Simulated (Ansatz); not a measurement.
Sn2Pt (fluorite or antifluorite type, Fm-3m) at seven volumes, DFT-LDA in the program Ansatz with PAW potentials, scaled uniformly. One row is withheld.

| V (Å³/atom) | P (GPa) |
|---|---|
| 19.905 | 13.98 |
| 20.561 | 8.39 |
| 21.217 | 3.78 |
| 21.873 | 0.00 |
| 22.530 | ? |
| 23.186 | -5.63 |
| 23.842 | -7.74 |

### Question
Fit the shown pressures and predict the withheld one.

### Answer
P = (3/2)B₀(x^(7/2) − x^(5/2))[1 + (3/4)(B′ − 4)(x − 1)] with x = (V₀/V)^(2/3). Least squares on the six rows gives V₀ = 21.874 Å³/atom, B₀ = 114 GPa, B′ = 5.56. At V = 22.530, x = 0.9805 and P = -3.10 GPa. The run itself gave -3.09 GPa.

The first step of the workflow began from a Materials Project structure, measured or hypothetical; the Crystallography Open Database files this formula in space group No. 225, but the cells were not matched. Whether it is the stable phase at ambient conditions was not checked. Symmetry was held in the LDA relaxation; of distortions, only those at the zone centre were tested. The run is not spin-polarised. Scalar-relativistic: spin–orbit coupling is off unless named, which matters more the heavier the elements.

Potentials: the later of the program's two PAW sets.
